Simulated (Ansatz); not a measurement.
Given:

LaNi₂P₂:
```
LaNi2P2
1.0
   -1.99705     1.99705     4.84273
    1.99705    -1.99705     4.84273
    1.99705     1.99705    -4.84273
P La Ni
2 1 2
Direct
  0.36520   0.36520   0.00000
  0.63480   0.63480   0.00000
  0.00000   0.00000   0.00000
  0.75000   0.25000   0.50000
  0.25000   0.75000   0.50000
```

This is the r²SCAN-relaxed structure.

Problem. All from DFT-r²SCAN in the program Ansatz with PAW potentials, unless another level is named. Give the electronic character.

Solution. metallic (no gap).

Problem. And the formation energy from the elements (no fitted shifts)?

Solution. -1.06 eV/atom.

Problem. Predict the density of states at the Fermi level.

Solution. 0.39 states/eV per atom (mean over ±0.08 eV).

Space group I4/mmm. The workflow started from an entry of the Crystallography Open Database (COD). Its standing as an ambient phase is unchecked. The r²SCAN relaxation kept the symmetry of its start; whether a distortion lowers the energy is not shown. The workflow began spin-polarised and lost its moments. The references are the lowest solids computed at this level, not always the standard phases. Scalar-relativistic: spin–orbit coupling is off unless named, which matters more the heavier the elements.

Potentials: the later of the program's two PAW sets.
